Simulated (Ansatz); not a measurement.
Bi2Pt in space group P31m (No. 157; Bi on 1a, Bi on 2b, Bi on 3c, Pt on 3c) at seven volumes, plane-wave PAW PBEsol (Ansatz code), shape and atoms relaxed at each. One row is withheld.

| V (Å³/atom) | P (GPa) |
|---|---|
| 23.237 | 7.87 |
| 24.003 | ? |
| 24.769 | 1.99 |
| 25.535 | 0.00 |
| 26.301 | -1.43 |
| 27.067 | -2.37 |
| 27.833 | -2.88 |

Task: Fit the shown pressures and predict the withheld one.

Result: P = (3/2)B₀(x^(7/2) − x^(5/2))[1 + (3/4)(B′ − 4)(x − 1)] with x = (V₀/V)^(2/3). Least squares on the six rows gives V₀ = 25.538 Å³/atom, B₀ = 53.8 GPa, B′ = 9.87. At V = 24.003, x = 1.0422 and P = 4.48 GPa. The run itself gave 4.59 GPa.

The workflow started from a Materials Project entry (that database holds measured and hypothetical structures alike); the Crystallography Open Database copy checked does not list it. COD files the formula under space group No. 205, so this cell is another polymorph or a model. Whether it is the stable phase at ambient conditions was not checked. The PBEsol relaxation kept the symmetry of its start; of distortions, only those at the zone centre were tested. The run is not spin-polarised. Scalar-relativistic: spin–orbit coupling is off unless named, which matters more the heavier the elements.

Potentials: the later of the program's two PAW sets.
